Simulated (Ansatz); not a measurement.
An Ansatz (a program for electronic structure) run. Input:

Ansatz 0.2 input:
```yaml
crystal:
  lattice:
    - [0.0, 2.5910027813, 2.5910027813]
    - [2.5910027813, 0.0, 2.5910027813]
    - [2.5910027813, 2.5910027813, 0.0]
  atoms:
    - { symbol: Mg, position: [0.0, 0.0, 0.0] }
    - { symbol: S, position: [0.5, 0.5, 0.5] }
kpoints:
  mp_grid: { grid: [9, 9, 9] }
hamiltonian:
  xc: pbesol
  pseudopotentials: { kind: paw }
scf:
  occupations: { method: fixed }
dielectric: {}
```

Output (shortened):

```
Pseudopotential: Mg, paw, valence charge 10
Pseudopotential: S, paw, valence charge 6
Functional definition: PBEsol
Crystal: 2 atoms, lattice volume = 34.788 Å³
Basis set: ecut = 420 eV, 645 PW (Γ), exchange–correlation on 50×50×50 points (8 copies of the dense FFT grid, shifted against one another)
Bands: 12, of which v1, the nominal top of the filled ones, is band 8 counted from 1 (7 counted from 0)
Symmetry: 48 space group operations
k-points: 75 of 729 (irreducible under 8 space group operations, time reversal used)
SCF iter   1: F=—  HF=-2799.920890 eV  |F-HF|=—  |Δ(HF+E_count)|=         —  Δρ=3.85e-3  dr2=7.12e-3  ethr=1.77e-3  ⟨swp⟩=5.4  Hψ=4861  notcnv=0  defer=135
preconditioner: auto → none
SCF iter   2: F=—  HF=-2799.917819 eV  |F-HF|=—  |Δ(HF+E_count)|=   3.07e-3  Δρ=1.17e-3  dr2=3.36e-4  ethr=4.45e-5  ⟨swp⟩=2.0  Hψ=1929  notcnv=0  defer=145
SCF iter   3: F=—  HF=-2799.917820 eV  |F-HF|=—  |Δ(HF+E_count)|=   1.15e-6  Δρ=3.75e-4  dr2=2.65e-5  ethr=2.10e-6  ⟨swp⟩=2.1  Hψ=1470  notcnv=0  defer=145
SCF iter   4: F=—  HF=-2799.917831 eV  |F-HF|=—  |Δ(HF+E_count)|=   1.05e-5  Δρ=4.46e-5  dr2=5.04e-7  ethr=1.66e-7  ⟨swp⟩=1.0  Hψ=900  notcnv=0  defer=3
SCF iter   5: F=—  HF=-2799.917832 eV  |F-HF|=—  |Δ(HF+E_count)|=   1.73e-6  Δρ=4.26e-6  dr2=1.85e-9  ethr=3.15e-9  ⟨swp⟩=2.0  Hψ=1456  notcnv=0
SCF iter   6: F=-2799.917832 eV  HF=-2799.917832 eV  |F-HF|=5.46e-12  |Δ(HF+E_count)|=   1.54e-9  Δρ=2.45e-7  dr2=2.03e-11  ethr=1.00e-12  ⟨swp⟩=4.0  Hψ=3182  notcnv=0
SCF 1 converged in 6 iterations: F = -2799.917832 eV  dr2 = 2.03e-11
NSCF: frozen V_eff on 5 k-points
DFPT response loops at Γ: preconditioner auto → none (the input reference at scf.mixing.eps_inf says where Resta's filter doesn't serve); β = 0.50 …
── the response to a field inside a basis, on 10×10×10 k-points: an SCF that follows is theirs, and a resumed run solves both again ──
Crystal: 2 atoms, lattice volume = 34.788 Å³
Bands: 9, of which v1, the nominal top of the filled ones, is band 8 counted from 1 (7 counted from 0)
k-points: 110 of 1000 (irreducible under 12 space group operations)
SCF iter   1: F=—  HF=-2799.916482 eV  |F-HF|=—  |Δ(HF+E_count)|=         —  Δρ=1.23e-4  dr2=7.24e-7  ethr=1.00e-1
preconditioner: auto → none
SCF iter   2: F=—  HF=-2799.916484 eV  |F-HF|=—  |Δ(HF+E_count)|=   2.00e-6  Δρ=6.21e-5  dr2=1.75e-7  ethr=4.52e-9
SCF iter   3: F=-2799.916485 eV  HF=-2799.916485 eV  |F-HF|=9.79e-10  |Δ(HF+E_count)|=   7.17e-7  Δρ=4.74e-6  dr2=6.03e-9  ethr=1.09e-9
SCF 1 converged in 3 iterations: F = -2799.916485 eV  dr2 = 6.03e-9
DFPT response loops at Γ: mixed as the last ones told, above
SCF converged after 6 iterations
Free energy (F): -2799.917832 eV
Harris-Foulkes:  -2799.917832 eV  (|F-HF|=5.46e-12)
Internal energy: -2799.917832 eV  (E = F + TS)
E sigma→0 (E₀):  -2799.917832 eV
Fermi energy:    6.477370 eV
--- Per-component energies (eV) ---
  E_band       = -328.628479
  E_kinetic    = 185.157528
  E_local      = -1659.551941  (includes V_loc(G=0)·N_el)
  E_nonlocal   = 124.265369
  E_hartree    = 590.234026
  E_xc         = -126.442008
  E_vxc        = -126.747864  (∫ρ·V_xc dr)
  E_paw        = -865.672550  (= ΣΔE_a)
  E_vpaw       = -32.219668  (= ΣTr[D̂ρ^β])
  E_aug_tail   = -0.000003  (compensation charges beyond the density's cutoff)
  E_ewald      = -1048.029065
  E_core_change = 0.120812  (= ΣΔE_core)
  E_smearing   =  0.000000  (= −TS)
  E_closure    = 0.000000  (closes the sum)
  Σ components = -2799.917832   (vs F -2799.917832, Δ=0.00e0)
  [band-id]    e_kinetic+e_local+e_nonlocal+2·e_hartree+e_vxc+e_vpaw+e_augmentation_tail = -328.628527   (vs E_band -328.628479, Δ=-4.84e-5)
--- Band table (eV; the first three rows and the last of 75) ---
  k-point 0: bands = ["-67.8175", "-34.7580", "-34.7580", "-34.7580", "-6.2742", "6.4774", "6.4774", "6.4774", "10.1674", "14.2829", "14.2829", "14.2829"]
  k-point 1: bands = ["-67.8175", "-34.7588", "-34.7581", "-34.7581", "-6.1499", "5.5884", "6.3927", "6.3927", "10.8540", "13.9976", "14.5030", "14.5030"]
  k-point 2: bands = ["-67.8174", "-34.7610", "-34.7584", "-34.7584", "-5.8042", "3.9953", "6.1965", "6.1965", "11.3738", "14.3533", "14.3533", "14.4171"]
  k-point 74: bands = ["-67.8171", "-34.7630", "-34.7622", "-34.7606", "-4.5188", "2.8312", "3.4081", "4.3016", "11.6455", "13.7278", "14.0877", "15.5239"]
--- Dielectric response (ions clamped): 3 representative field directions + reference, inside a basis on a mesh of 1000 k-points (Σ response iterations 15) ---
  ε∞ (high-frequency dielectric tensor):
        5.529549     0.000000     0.000000
        0.000000     5.529549     0.000000
        0.000000     0.000000     5.529549
  Born effective charges Z* (e; rows j = field, columns β = displacement):
    site 0:
         2.31066    0.00000    0.00000
         0.00000    2.31066    0.00000
         0.00000    0.00000    2.31066
    site 1:
        -2.31066    0.00000    0.00000
         0.00000   -2.31066    0.00000
         0.00000    0.00000   -2.31066
  Z* charge neutrality: 1.514e-4 e pre-enforcement
  solved inside a basis spanned on kpoints, on 10×10×10 k-points, its susceptibility summed on 14×14×14 …
```

Cost: roughly 40 core-seconds on shared cores.

Space group Fm-3m (rock salt). The PBEsol relaxation kept the symmetry of its start; phonons on a q-mesh show no instability.

Potentials: the later of the program's two PAW sets.

Ansatz is a plane-wave DFT program.
